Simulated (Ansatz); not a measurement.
A geometry of Ti3Al away from equilibrium: the start of the relaxation of a generated cell, Ti3Al placed in the AFLOW prototype AB3_hP8_182_c_g (as in Fe3C). Method: PBEsol (plane waves to 420 eV, PAW, scalar-relativistic; Ansatz, a quantum-chemistry and plane-wave program). Γ-centred k-mesh 7×7×7 on the run's cell (coarser than for final values), Fermi–Dirac smearing 0.05 eV.

```xyz
8
Lattice="5.7438 0.0000 0.0000 -2.8719 4.9743 0.0000 0.0000 0.0000 4.9797" Properties=species:S:1:pos:R:3 pbc="T T T"
Ti     1.8662     0.0000     0.0000
Ti     0.9331     1.6162     2.4898
Ti    -0.9331     1.6162     0.0000
Ti     3.8776     0.0000     2.4898
Ti     1.9388     3.3581     0.0000
Ti    -1.9388     3.3581     2.4898
Al     0.0000     3.3162     1.2449
Al     2.8719     1.6581     3.7348
```

**Question.** What forces act on the atoms (eV/Å)?

**Answer.** 
```csv
atom,Fx,Fy,Fz
Ti1,-2.27,0.00,0.00
Ti2,-1.14,-1.97,0.00
Ti3,1.14,-1.97,0.00
Ti4,2.27,0.00,0.00
Ti5,1.14,1.97,0.00
Ti6,-1.14,1.97,0.00
Al7,0.00,0.00,0.00
Al8,0.00,0.00,0.00
```

**Question.** What is the pressure?

**Answer.** +12.9 GPa, compression positive.

**Question.** How far above the relaxed end point is this geometry?

**Answer.** 0.74 eV/atom; the path ends in P6₃22 (No. 182).

No spin polarisation in the result.

The run could not lower the symmetry of its start; a shaken copy of this end point relaxes with PBEsol to P-62m (No. 189), 0.30 eV/atom lower.

The end of the path is a generated cell of Ti3Al: the first start was made by placing the elements on the sites of a structure type, and the end was not matched to a known phase here, so it may be hypothetical. Known forms of Ti3Al include space group No. 194.
